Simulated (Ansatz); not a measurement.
How far is PAW off for LuSi$_{2}$?

```xyz
3
Lattice="3.8236 0.0000 0.0000 -1.9118 3.3113 0.0000 0.0000 0.0000 4.1294" Properties=species:S:1:pos:R:3 pbc="T T T"
Lu    0.0000    0.0000    0.0000
Si    0.0000    2.2075    2.0647
Si    1.9118    1.1038    2.0647
```

Atom numbers follow the list: Lu1, Si2, Si3.

The cell comes from COD entry 4344350, which wasn't checked; take it as a given geometry. The listed cell was then made from it by scaling, straining or moving an atom.

No spin–orbit coupling, which matters for the heavy atoms here.

Levels of theory: DFT, PBEsol, PAW with Ansatz's default frozen-core files, scalar-relativistic (Ansatz 0.2.0); DFT, PBEsol, all-electron PAW with datasets made for the crystal, scalar-relativistic (Ansatz 0.2.0); DFT, PBEsol, all-electron LAPW, scalar-relativistic (Ansatz 0.2.0).

For PAW: a Γ-centred 13×13×10 k mesh, Fermi–Dirac smearing of 0.05 eV, cutoff 420 eV, no spin polarisation; the PAW files were made with PBE, and the program remakes their frozen cores for this functional. The crystal-made all-electron datasets (AE datasets) take a cutoff of 340 eV at this cell. LAPW targets a basis error of 0.5 meV/atom. The Ansatz runs share mesh, smearing and spin set-up. Plane-wave (PAW) pressures include the program's estimate of the Pulay term.

Stress and pressure are positive in compression.

The change that made this cell: volume scaled by 1.06.

No spin–orbit coupling: at heavy atoms the gradients can be off by tens of per cent for that reason.

In a metal, gradients converge slowly with the k mesh: the values move by tens of per cent from one mesh to another, at times in sign, so only the comparison on one mesh counts.

```tsv
quantity	PAW	AE datasets	LAPW
pressure (GPa)	5.09	5.05	5.05
stress xx (GPa)	12.11	12.04	12.04
stress zz (GPa)	-8.95	-8.95	-8.94
field gradient Vzz at Lu1 (10²¹ V/m²)	-1.77	-2.11	–
```

PAW's pressure differs from the LAPW value by +0.05 GPa.
